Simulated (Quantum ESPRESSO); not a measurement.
# Planted mistakes on one cell of Ga4NO4F

These are calculations, not measurements. They come from pw.x of Quantum ESPRESSO 7.5, a plane-wave density functional program, with PseudoDojo standard norm-conserving files (v0.5 for PBE, v0.4.1 for LDA and PBEsol). The cells are made up: elements, strain and atom displacements were drawn at random, and nothing was relaxed. There is no spin polarisation, spin-orbit coupling or dispersion term.

The cell has 10 sites of a corundum lattice. Sites 1 to 4 hold Ga Ga Ga Ga; sites 5 to 10 hold N O F O O O. Cell vectors in Å: (2.524, 1.343, 4.475); (-2.478, 1.396, 4.432); (0.069, -2.939, 4.518). Settings: PBE, cutoff 1143 eV, 5 x 5 x 5 k mesh shifted by half a step, Fermi-Dirac smearing of 0.025 eV.

The intended run has a self-consistency threshold of 1e-07 eV, a smearing term of 0.000 eV, a pressure of 17.07 GPa and 13 iterations. Each further run changes one thing: all lengths scaled by 1.0152; atoms of sites 5 and 8 exchanged; cutoff 593 eV; files of PBEsol; k mesh 2 x 2 x 2; one electron added; smearing 0.74 eV; threshold 0.3 eV. A coarse mesh keeps the shift, and a charged cell sits in a uniform background.

```
run,change of free energy (eV),smearing term -TS (eV),change of P (GPa),largest change of a force component (eV/Å),iterations
A,-0.332,-1.257,2.97,0.231,12
B,0.043,0.000,0.18,0.038,12
C,0.027,0.000,3.49,0.243,4
D,21.358,0.000,-7.64,0.087,12
E,15.168,-0.005,42.50,0.444,12
F,-0.327,0.000,-10.30,0.231,13
G,88.077,0.000,-681.95,0.550,12
H,0.427,0.000,0.38,2.112,13
```

A rerun of the intended cell at 1437 eV and k mesh 7 x 7 x 7 moved values by no more than 0.004 eV in the cell's energy, 0.02 GPa in stress and 0.002 eV/Å in force.

Question: which change belongs to which run?

## Worked reading

Run C has the fewest iterations, as a run stopped early does. Run A has the largest smearing term, as wide smearing gives. Run G has a higher energy and the largest fall in pressure, as too small a basis gives. Run F changes the volume by a factor of 1.0463; minus its pressure change over the logarithm of that factor, 228 GPa, is a rough bulk modulus with clamped atoms. Energies from files of another functional, or of a charged cell, have another zero and say nothing on stability; the pressure of a charged cell rests on the program's zero of potential too.

## Key

| run | change |
| --- | --- |
| A | smearing 0.74 eV |
| B | k mesh 2 x 2 x 2 |
| C | threshold 0.3 eV |
| D | files of PBEsol |
| E | one electron added |
| F | all lengths scaled by 1.0152 |
| G | cutoff 593 eV |
| H | atoms of sites 5 and 8 exchanged |